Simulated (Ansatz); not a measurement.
Na (bcc (W type), Im-3m) under volume change, LDA in the plane-wave PAW code Ansatz, scaled uniformly.

| V (Å³/atom) | E − E(relaxed) (meV/atom) | P (GPa) |
|---|---|---|
| 30.295 | 8.9 | 1.03 |
| 31.294 | (withheld) | (withheld) |
| 32.293 | (withheld) | (withheld) |
| 33.291 | 0.0 | 0.00 |
| 34.290 | 0.8 | -0.26 |
| 35.289 | 3.1 | -0.48 |
| 36.288 | 6.7 | -0.67 |

What belongs in the gaps?


- 31.294, E − E(relaxed) (meV/atom): 3.8
- 31.294, P (GPa): 0.63
- 32.293, E − E(relaxed) (meV/atom): 0.9
- 32.293, P (GPa): 0.29

What does a third-order Birch–Murnaghan fit give for V₀, B₀ and B′?

V₀ = 33.29 Å³/atom, B₀ = 9.1 GPa, B′ = 3.7.

The cell was relaxed with LDA under the symmetry of its start.

Potentials: the earlier of the program's two PAW sets.
